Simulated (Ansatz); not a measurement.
Be5ZnTe6 (P-4m2) at 3 levels of theory

One geometry, relaxed with PBE; plane waves with PAW potentials in Ansatz, scalar-relativistic. No spin polarisation. Gaps are the least over mesh and band path; pressure is positive in compression.

```cif
data_structure
_symmetry_space_group_name_H-M 'P-4m2'
_symmetry_Int_Tables_number 115
_cell_length_a 4.0571
_cell_length_b 4.0571
_cell_length_c 17.3245
_cell_angle_alpha 90.000
_cell_angle_beta 90.000
_cell_angle_gamma 90.000
_cell_volume 285.16
loop_
_atom_site_label
_atom_site_type_symbol
_atom_site_symmetry_multiplicity
_atom_site_Wyckoff_symbol
_atom_site_fract_x
_atom_site_fract_y
_atom_site_fract_z
_atom_site_occupancy
Be1 Be 2 e 0.00000 0.00000 0.82376 1
Be2 Be 2 f 0.50000 0.50000 0.33825 1
Be3 Be 1 d 0.00000 0.00000 0.50000 1
Zn1 Zn 1 b 0.50000 0.50000 0.00000 1
Te1 Te 2 g 0.50000 0.00000 0.09635 1
Te2 Te 2 g 0.00000 0.50000 0.25733 1
Te3 Te 2 g 0.50000 0.00000 0.41914 1
```

```csv
level,cutoff (eV),k mesh,gap (eV),pressure (GPa)
PBE,420,8×8×2,1.93,0.0
r2SCAN,500,8×8×2,2.28,-0.5
LDA,420,8×8×2,1.84,-3.5
```

Spin-orbit coupling matters for the bands of heavy elements and is left out.

The cell was found from a structure generator's guess, not taken from experiment.
